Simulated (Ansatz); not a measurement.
Relaxed NaGa4 (space group I4/mmm):

```
CELL_PARAMETERS angstrom
     -2.06135     2.06135     5.50309
      2.06135    -2.06135     5.50309
      2.06135     2.06135    -5.50309
ATOMIC_POSITIONS crystal
  Na 0.00000 0.00000 0.00000
  Ga 0.75000 0.25000 0.50000
  Ga 0.25000 0.75000 0.50000
  Ga 0.38976 0.38976 0.00000
  Ga 0.61024 0.61024 0.00000
```

The atoms are displaced by Q × the pattern below (from a DFPT mode at Γ, largest move 1; Q in Å), at fixed cell.

```tsv
atom	x	y	z
Na1	0.000	0.000	0.408
Ga2	0.000	0.000	-1.000
Ga3	0.000	0.000	-1.000
Ga4	0.000	0.000	0.933
Ga5	0.000	0.000	0.933
```

Method: LDA (plane waves to 420 eV, PAW, scalar-relativistic; Ansatz, a quantum-chemistry and plane-wave program). k mesh 16×16×16 (Γ-centred), Fermi-Dirac smearing 0.05 eV. Energies are smeared free energies. Compression counts positive. With partly filled bands, energies and forces of such displacements shift with the k mesh and the smearing. NaGa4 was relaxed with its symmetry unable to fall. ΔE is measured from the undisplaced structure.

```csv
Q (Å),ΔE (eV/cell),P (GPa),−dE/dQ from forces (eV/Å)
-0.100,0.172,0.8,3.459
-0.083,0.119,0.6,2.871
-0.067,0.076,0.4,2.290
-0.050,0.043,0.2,1.715
-0.033,0.019,0.1,1.145
-0.017,0.005,0.0,0.574
0.000,0.000,0.0,0.000
0.017,0.005,0.0,-0.574
0.033,0.019,0.1,-1.145
0.050,0.043,0.2,-1.715
0.067,0.076,0.4,-2.290
0.083,0.119,0.6,-2.871
0.100,0.172,0.8,-3.459
```

Key numbers:

```
Property                                                                                                             Result
-----------------------------------------------------------  --------------------------------------------------------------
Energy at Q = 0.100 Å                                                                                          172 meV/cell
Space group of the distorted cell                                                       I4mm (No. 107), lowered from I4/mmm
Symmetry of the curve                                                                         even: the same for both signs
Shape of the curve                                           a single well with its minimum at or next to zero displacement
Harmonic wavenumber from the curvature (finite differences)                                                        188 cm⁻¹
```

The 13 points together took about 40 core-minutes (a rough figure).

(A displaced cell: forces are minus the slopes of the energy, force constants its curvatures, and phonons follow from these.)
